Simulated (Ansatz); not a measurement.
Si2W:
```xyz
3
Lattice="-1.6145 1.6145 3.9337 1.6145 -1.6145 3.9337 1.6145 1.6145 -3.9337" Properties=species:S:1:pos:R:3 pbc="T T T"
Si     0.0000     0.0000     2.6322
Si     0.0000     0.0000     5.2352
W      0.0000     0.0000     0.0000
```

Relaxed with PBE. Special points in fractions of this cell's reciprocal vectors: Γ (0.000, 0.000, 0.000); X (0.000, 0.000, 0.500); P (0.250, 0.250, 0.250); N (0.000, 0.500, 0.000); M (0.500, 0.500, -0.500); S (0.292, 0.708, -0.292); S0 (-0.292, 0.292, 0.292); R (-0.084, 0.084, 0.500); G (0.500, 0.500, -0.084).

Q: List the band energies nearest the Fermi level at these points for DFT-PBE in the program Ansatz with PAW potentials.

A: In eV from the Fermi level; about four levels below and three above (degenerate sets whole), none deeper than 8.9 eV; points with the same levels are listed once.

```csv
k,below,above
Γ,-3.77 -3.26 -2.82 -2.82,0.59 2.65 2.97
X,-5.51 -4.97 -3.21 -1.76,2.73 2.90 3.05
P,-6.51 -6.51 -3.02 -2.41 -2.41,0.02 2.90 3.54
N,-4.82 -2.76 -2.73 -0.43,2.64 2.75 3.89
M,-0.85 -0.85 -0.50 -0.50,0.76 4.43 4.71
S,-3.01 -2.67 -2.45 -0.32,1.77 2.49 3.49
R,-5.09 -4.08 -3.07 -2.31,1.92 2.10 2.96
```

Space group I4/mmm (MoSi2 or CaC2 type). The cell was relaxed with PBE under the symmetry of its start. The run is not spin-polarised. Scalar-relativistic: spin–orbit coupling is off unless named, which matters more the heavier the elements.

Potentials: the later of the program's two PAW sets.
